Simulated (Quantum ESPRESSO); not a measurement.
## Kohn-Sham bands of InHO2 (Pmn2₁)

```xyz
8
Lattice="3.2985 0.0000 0.0000 0.0000 4.5905 0.0000 0.0000 0.0000 5.3021" Properties=species:S:1:pos:R:3 pbc="T T T"
In     0.0000    -1.2489     0.0019
In     1.6492     1.2489    -2.6492
H      0.0000    -0.9131     2.5403
H      1.6492     0.9131    -0.1108
O      0.0000    -2.1905    -1.9167
O      1.6492     2.1905     0.7344
O      0.0000    -0.0846     1.9301
O      1.6492     0.0846    -0.7209
```

Materials Project entry mp-504535; symmetrised, unrelaxed at this level. COD (Crystallography Open Database) has an entry of this formula and space group (matched by these alone). Level: PBEsol, spinors with spin-orbit coupling; pw.x of Quantum ESPRESSO at 68 Ry with PseudoDojo potentials, 6×4×4 k-points, Wannier90. Density: 10×8×6 mesh, Gaussian smearing 0.01 Ry.

Problem. List the Kohn-Sham levels between −8 and 4.9 eV relative to the valence-band maximum at the high-symmetry points, as a band run of pw.x on that density gives them (levels within 2 meV counted together).

Solution. 
```csv
point,k (reciprocal lattice),levels (eV)
Γ,0.000 0.000 0.000,"-6.08 (×2), -5.07 (×2), -4.56 (×2), -3.52 (×2), -2.45 (×2), -2.21 (×2), -1.15 (×2), -0.67 (×2), -0.35 (×2), -0.10 (×2), -0.07 (×2), 0.00 (×2), 1.92 (×2)"
X,0.500 0.000 0.000,"-5.31 (×2), -5.30 (×2), -4.67 (×4), -2.70 (×2), -2.69 (×2), -1.97 (×2), -1.97 (×2), -1.59 (×2), -1.56 (×2), -0.42 (×2), -0.42 (×2)"
S,0.500 0.500 0.000,"-4.88 (×2), -4.86 (×2), -4.09 (×2), -4.08 (×2), -3.96 (×2), -3.90 (×2), -2.84 (×2), -2.82 (×2), -0.57 (×2), -0.55 (×2), -0.25 (×2), -0.24 (×2)"
Y,0.000 0.500 0.000,"-5.87 (×2), -5.60 (×2), -4.55 (×2), -3.49 (×2), -1.66 (×2), -1.64 (×2), -1.39 (×2), -0.84 (×2), -0.63 (×2), -0.48 (×2), -0.22 (×2), -0.19 (×2), 4.48 (×2), 4.78 (×2)"
Z,0.000 0.000 0.500,"-5.79 (×4), -3.50 (×4), -1.89 (×4), -1.82 (×4), -0.65 (×4), -0.09 (×4), 4.75 (×4)"
U,0.500 0.000 0.500,"-5.48 (×2), -5.47 (×2), -4.71 (×2), -4.70 (×2), -3.19 (×2), -3.10 (×2), -2.26 (×2), -2.24 (×2), -0.52 (×2), -0.51 (×2), -0.12 (×2), -0.12 (×2)"
R,0.500 0.500 0.500,"-5.29 (×2), -5.27 (×2), -5.11 (×2), -5.09 (×2), -2.80 (×2), -2.80 (×2), -1.43 (×2), -1.41 (×2), -1.12 (×2), -1.10 (×2), -0.41 (×4)"
T,0.000 0.500 0.500,"-5.50 (×4), -3.85 (×4), -1.82 (×4), -1.48 (×4), -0.46 (×4), -0.37 (×4)"
```
